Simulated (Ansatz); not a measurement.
Here is the system:

Ti3O:
```
Ti3O
1.0
    5.13296     0.00000     0.00000
   -2.56648     4.44527     0.00000
    0.00000     0.00000     9.46620
Ti O
12 4
Direct
  0.67262   0.00654   0.38265
  0.32738   0.99346   0.61735
  0.99346   0.66608   0.38265
  0.00654   0.33392   0.61735
  0.33392   0.32738   0.38265
  0.66608   0.67262   0.61735
  0.99346   0.32738   0.11735
  0.00654   0.67262   0.88265
  0.33392   0.00654   0.11735
  0.66608   0.99346   0.88265
  0.67262   0.66608   0.11735
  0.32738   0.33392   0.88265
  0.33333   0.66667   0.75000
  0.66667   0.33333   0.25000
  0.00000   0.00000   0.75000
  0.00000   0.00000   0.25000
```

This is the r²SCAN-relaxed structure.

Problem. All from DFT-r²SCAN in the program Ansatz with PAW potentials, unless another level is named. Give the bulk modulus (Birch–Murnaghan fit).

Solution. 166 GPa.

Problem. And the highest zone-centre frequency?

Solution. 493 cm⁻¹.

Space group P-31c. The workflow started from a Materials Project entry (that database holds measured and hypothetical structures alike); the Crystallography Open Database files this formula in space group No. 163, but the cells were not matched. Whether it is the stable phase at ambient conditions was not checked. The cell was relaxed with r²SCAN under the symmetry of its start; whether a distortion lowers the energy is not shown. No spin polarisation was allowed. Without spin polarisation and U, an open-shell compound can come out a false metal. As this level gives no gap, phonon frequencies hold no LO–TO term and depend on the k-mesh and smearing (Fermi–Dirac, 0.1 eV here).

Potentials: the later of the program's two PAW sets.
